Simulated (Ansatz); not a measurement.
La2NCl3:
```xyz
12
Lattice="-3.4733 6.9150 3.0852 3.4733 -6.9150 3.0852 3.4733 6.9150 -3.0852" Properties=species:S:1:pos:R:3 pbc="T T T"
La     2.2439     8.2112     0.0000
La     1.2294    -1.2962     3.0852
La     2.2439     5.6188     3.0852
La     1.2294     1.2962     0.0000
N      0.0000     0.0000     1.5426
N      0.0000     0.0000     4.6278
Cl     3.4733     0.0000     1.5426
Cl     0.0000     6.9150     1.5426
Cl     1.3097    11.1065     0.0000
Cl     2.1636    -4.1915     3.0852
Cl     1.3097     2.7235     3.0852
Cl     2.1636     4.1915     0.0000
```

Relaxed with r²SCAN. Special points in fractions of this cell's reciprocal vectors: Γ (0.000, 0.000, 0.000); X (0.500, -0.500, 0.500); F0 (0.313, -0.313, 0.687); Σ0 (-0.313, 0.313, 0.313); Λ0 (0.300, 0.300, -0.300); G0 (0.700, -0.300, 0.300); R (0.000, 0.500, 0.000); W (0.250, 0.250, 0.250); S (0.500, 0.000, 0.000); T (0.000, 0.000, 0.500).

Problem. List the band energies nearest the valence-band maximum at these points for plane-wave PAW r²SCAN (Ansatz code).

Solution. In eV from the valence-band maximum; about four levels below and three above (degenerate sets whole), none deeper than 8.9 eV; points with the same levels are listed once.

```csv
k,below,above
Γ,-0.40 -0.31 -0.19 0.00,3.77 3.87 4.27
X,-0.47 -0.44 -0.40 -0.16,3.85 3.89 4.22
F0,-0.43 -0.40 -0.36 -0.12,3.98 4.13 4.18
Λ0,-0.58 -0.26 -0.17 -0.13,4.13 4.15 4.24
R,-0.41 -0.41 -0.30 -0.30,4.21 4.21 4.28 4.28
W,-0.47 -0.47 -0.28 -0.28,4.21 4.21 4.26 4.26
S,-0.40 -0.40 -0.17 -0.17,4.12 4.12 4.26 4.26
T,-0.57 -0.41 -0.23 -0.12,4.11 4.14 4.15
```

Space group Ibam. The workflow started from a Materials Project entry (that database holds measured and hypothetical structures alike); the Crystallography Open Database copy checked does not list it. Its standing as an ambient phase is unchecked. Symmetry was held in the r²SCAN relaxation; whether a distortion lowers the energy is not shown. Spin–orbit coupling is left out wherever it is not named.

Potentials: the later of the program's two PAW sets.
